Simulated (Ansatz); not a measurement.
With PBEsol in the plane-wave PAW code Ansatz, TiSiB in the orthorhombic phase (Cmcm; Si on 4c, B on 4c, Ti on 4c) relaxes to a = 3.275 Å, b = 13.154 Å, c = 3.051 Å. Against the elements it lies at -0.76 eV/atom, with no fitted shifts.

Electronic character: metallic (no gap).

The bulk modulus is 193 GPa.

The start of the workflow was typed in or built on a structure type; neither database checked (COD, Materials Project) lists it. Whether it is the stable phase at ambient conditions was not checked. The cell was relaxed with PBEsol under the symmetry of its start; its stability against distortions is not shown here. The run is not spin-polarised. The references are the lowest solids computed at this level, not always the standard phases.

Potentials: the later of the program's two PAW sets.
